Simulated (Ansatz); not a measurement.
# Sr (Im-3m), clamped-ion strain scan

These are results of Ansatz, DFT r2SCAN, scalar-relativistic, plane waves, PAW, not measurements. Cutoff 500 eV, Γ-centred 14×14×14 k-points, Gaussian smearing of 0.15 eV. No spin polarisation. Energies are free energies at this smearing, counted from the undisturbed cell; pressure is positive in compression.

Zero of the scan (as given, not relaxed at this level; it stands at -0.2 GPa; this bcc form isn't the usual structure):

```xyz
1
Lattice="-2.4250 2.4250 2.4250 2.4250 -2.4250 2.4250 2.4250 2.4250 -2.4250" Properties=species:S:1:pos:R:3 pbc="T T T"
Sr    0.0000    0.0000    0.0000
```

The cell is strained by ε times the Voigt pattern (1, -1, 0, 0, 0, 0) (xx, yy, zz, yz, xz, xy; engineering shear) with fractional coordinates fixed. The cell is metallic on the mesh throughout.

| ε | ΔE (meV/atom) | stress summed along the pattern (GPa, tension positive) | pressure (GPa) |
| --- | --- | --- | --- |
| -0.1000 | 5.9 | -0.61 | 0.0 |
| -0.0500 | 0.3 | -0.09 | -0.1 |
| 0.0000 | 0.0 | 0.00 | -0.2 |
| 0.0125 | 0.0 | 0.00 | -0.2 |
| 0.0250 | 0.0 | 0.01 | -0.2 |
| 0.0375 | 0.1 | 0.04 | -0.2 |
| 0.0625 | 0.9 | 0.17 | -0.1 |
| 0.0750 | 1.9 | 0.28 | -0.1 |
| 0.0875 | 3.5 | 0.42 | 0.0 |

By symmetry 0.1000 repeats -0.1000, -0.0750 repeats 0.0750, 0.0500 repeats -0.0500, -0.0250 repeats 0.0250 in energy, with the opposite slope along the path.